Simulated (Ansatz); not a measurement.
Method: Ansatz, DFT PBE, scalar-relativistic, plane waves, PAW. Settings: cutoff 420 eV, Γ-centred meshes spaced at most about 0.3 Å⁻¹, and about 0.25 Å⁻¹ or finer for metals (2π included), Gaussian smearing. Collinear spin in cells that started with moments and kept them past the coarse steps, no spin elsewhere.

Each of these unrelaxed guesses is relaxed in cell and atoms within its symmetry. A guess keeps its type if space group and coordination stay and the shape of the cell changes little (axis ratios within about 15 %, angles within 6°); the volume may change.

1. Na2C

Space group Fmmm (No. 69). a = 3.224 Å, b = 4.669 Å, c = 13.496 Å, α = 90.00°, β = 90.00°, γ = 90.00°
```csv
atom,site,symmetry,x,y,z
Na,8i,mm2,0.0000,0.0000,0.3314
C,4a,mmm,0.0000,0.0000,0.0000
```

2. Ge4W

Space group Im-3m (No. 229). a = 5.695 Å, b = 5.695 Å, c = 5.695 Å, α = 90.00°, β = 90.00°, γ = 90.00°
```tsv
atom	site	symmetry	x	y	z
Ge	8c	.-3m	0.2500	0.2500	0.7500
W	2a	m-3m	0.0000	0.0000	0.0000
```

3. CdAg2F6 (collinear spin from parallel moments)

Space group Fm-3m (No. 225). a = 8.057 Å, b = 8.057 Å, c = 8.057 Å, α = 90.00°, β = 90.00°, γ = 90.00°
| atom | site | symmetry | x | y | z |
| --- | --- | --- | --- | --- | --- |
| Cd | 4a | m-3m | 0.0000 | 0.0000 | 0.0000 |
| Ag | 8c | -43m | 0.2500 | 0.7500 | 0.7500 |
| F | 24e | 4m.m | 0.2500 | 0.0000 | 0.0000 |

**Question.** Which keep their type?

**Answer.** Guesses 2 and 3 keep their type.

```tsv
guess	kept	start group	end group	V start (Å³/atom)	V end	b/a and c/a, end over start	nearest neighbours start	nearest neighbours end
1	no	Fmmm	I4/mmm	16.9	19.7	-	C 8, Na 8	C 8, Na 5
2	yes	Im-3m	Im-3m	18.5	20.8	1.00, 1.00	Ge 2, W 8	Ge 2, W 8
3	yes	Fm-3m	Fm-3m	14.5	14.7	1.00, 1.00	Ag 12, Cd 6, F 1	Ag 12, Cd 6, F 1
```

Neighbours count within 15 % of an atom's shortest distance; end groups are read at 0.02 Å (0.05 Å in metals).

Spin–orbit coupling, which can matter for W, is left out. Another magnetic order may lie lower. Cells relaxed within their symmetry can be saddle points.
